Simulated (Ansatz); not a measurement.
Starting structure of a cell relaxation (symmetry kept):

```cif
data_structure
_symmetry_space_group_name_H-M 'Fm-3m'
_symmetry_Int_Tables_number 225
_cell_length_a 7.7607
_cell_length_b 7.7607
_cell_length_c 7.7607
_cell_angle_alpha 90.000
_cell_angle_beta 90.000
_cell_angle_gamma 90.000
_cell_volume 467.41
loop_
_atom_site_label
_atom_site_type_symbol
_atom_site_symmetry_multiplicity
_atom_site_Wyckoff_symbol
_atom_site_fract_x
_atom_site_fract_y
_atom_site_fract_z
_atom_site_occupancy
K1 K 8 c 0.25000 0.25000 0.75000 1
Li1 Li 4 b 0.50000 0.00000 0.00000 1
Al1 Al 4 a 0.00000 0.00000 0.00000 1
H1 H 24 e 0.22789 0.00000 0.00000 1
```

Method: DFT r2SCAN, scalar-relativistic, plane waves, PAW (Ansatz 0.2.0).

Settings: cutoff 500 eV, Γ-centred mesh 6×6×6 on the computed 10-atom cell, Gaussian smearing of 0.02 eV; no spin polarisation.

**Question.** What does it relax to?

**Answer.** The volume rises by 0.07 Å³/atom to 11.75 Å³/atom, and the energy changes by under 0.1 meV/atom. Final structure:
```cif
data_structure
_symmetry_space_group_name_H-M 'Fm-3m'
_symmetry_Int_Tables_number 225
_cell_length_a 7.7754
_cell_length_b 7.7754
_cell_length_c 7.7754
_cell_angle_alpha 90.000
_cell_angle_beta 90.000
_cell_angle_gamma 90.000
_cell_volume 470.07
loop_
_atom_site_label
_atom_site_type_symbol
_atom_site_symmetry_multiplicity
_atom_site_Wyckoff_symbol
_atom_site_fract_x
_atom_site_fract_y
_atom_site_fract_z
_atom_site_occupancy
K1 K 8 c 0.25000 0.25000 0.75000 1
Li1 Li 4 b 0.50000 0.00000 0.00000 1
Al1 Al 4 a 0.00000 0.00000 0.00000 1
H1 H 24 e 0.22819 0.00000 0.00000 1
```

Cost: 1 run of about 0.39 core-minutes, on Arm Neoverse V1 (shared hosts).